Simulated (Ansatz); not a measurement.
Bulk crystal (Au) after relaxation:

Space group Fm-3m (No. 225). a = 4.158 Å, b = 4.158 Å, c = 4.158 Å, α = 90.00°, β = 90.00°, γ = 90.00°
| atom | site | symmetry | x | y | z |
| --- | --- | --- | --- | --- | --- |
| Au | 4a | m-3m | 0.0000 | 0.0000 | 0.0000 |

Miller indices refer to the conventional cell of Fm-3m (No. 225), a = 4.158 Å, b = 4.158 Å, c = 4.158 Å, α = 90.00°, β = 90.00°, γ = 90.00°.

The (111) slab of 5 planes, 9.6 Å thick with 15 Å of vacuum as cut; outer planes Au (top) and Au (bottom).

All numbers below come from Ansatz, DFT PBE, scalar-relativistic, plane waves, PAW. Cutoff 420 eV; k points 12×12×1 on the computed 5-atom cell (Γ-centred); Gaussian smearing, width 0.10 eV; no spin polarisation. The cell repeats along c with a dipole correction in the vacuum.

With the atoms at the bulk's places:

| Quantity | Value |
| --- | --- |
| Surface energy (mean of both faces) | 0.72 J/m² |
| Work function | 5.23 eV |

Q: What changes when all atoms relax within this surface cell and its symmetry?

A: The energy falls by 0.005 J/m² a face, and the largest move is 0.02 Å.

| Quantity | Value |
| --- | --- |
| Surface energy (mean of both faces) | 0.72 J/m² |
| Work function | 5.25 eV |

| plane (bottom to top) | atoms | spacing to next, bulk (Å) | relaxed (Å) | change (%) |
| --- | --- | --- | --- | --- |
| 1 | Au | 2.401 | 2.433 | +1.3 |
| 2 | Au | 2.401 | 2.379 | -0.9 |
| 3 | Au | 2.401 | 2.379 | -0.9 |
| 4 | Au | 2.401 | 2.433 | +1.3 |
| 5 | Au |  |  |  |

Spin-orbit coupling is left out, which matters for the bands of heavy elements.